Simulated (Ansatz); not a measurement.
The start is a randomly generated symmetric cell of La2O3 (space group No. 221). A full variable-cell relaxation at zero pressure is run with r2SCAN (plane waves to 500 eV, PAW, scalar-relativistic; Ansatz, an electronic-structure program). The first steps use a coarse 5×5×5 k-mesh.

Initial structure:
```
La2O3
1.0
    4.49720     0.00000     0.00000
    0.00000     4.49720     0.00000
    0.00000     0.00000     4.49720
La O
2 3
Direct
  0.50000   0.50000   0.50000
  0.00000   0.00000   0.00000
  0.50000   0.00000   0.00000
  0.00000   0.50000   0.00000
  0.00000   0.00000   0.50000
```

Question: How large is the pressure on the unrelaxed cell, and of which sign?

Answer: +4.9 GPa (positive: the cell is compressed).

Question: How much energy is released per atom?

Answer: 0.01 eV/atom.

Question: How does the volume per atom move from start to end?

Answer: +4.2 %, from 18.19 to 18.96 Å³/atom.

Question: How do the shortest distances between atoms change?

Answer: The closest pairs of elements (up to four, under 3.6 Å), start → end: La–O 2.25 → 2.28 Å; O–O 3.18 → 3.22 Å.

Question: What band gap does the relaxed structure have at this level?

Answer: 0.78 eV, indirect (valence top at Γ, conduction bottom at X) (no spin-orbit coupling).

Question: Give the final cell and atomic positions.

Answer: 
```cif
data_La2O3
_chemical_formula_sum 'La2 O3'
_space_group_name_H-M_alt 'Pm-3m'
_space_group_IT_number 221
_space_group_name_Hall '-P 4 2 3'
_cell_length_a 4.55938
_cell_length_b 4.55938
_cell_length_c 4.55938
_cell_angle_alpha 90.000
_cell_angle_beta 90.000
_cell_angle_gamma 90.000
loop_
_atom_site_label
_atom_site_type_symbol
_atom_site_symmetry_multiplicity
_atom_site_Wyckoff_symbol
_atom_site_fract_x
_atom_site_fract_y
_atom_site_fract_z
_atom_site_occupancy
La1 La 1 b 0.50000 0.50000 0.50000 1
La2 La 1 a 0.00000 0.00000 0.00000 1
O1 O 3 d 0.00000 0.00000 0.50000 1
```

The space group stays Pm-3m (No. 221) (the run could not lower it), with 5 atoms in the primitive cell. Final values are on a 7×7×7 k-mesh of the relaxed cell. No spin polarisation in the result.

The run could not lower the symmetry of its start; a shaken copy of this end point relaxes with r2SCAN to P2₁ (No. 4), 0.792 eV/atom lower.

The relaxed structure here is a generated cell of La2O3: the first start was made by a random draw of sites in a space group, and the end was not matched to a known phase here, so it may be hypothetical. Known forms of La2O3 include space group No. 164.
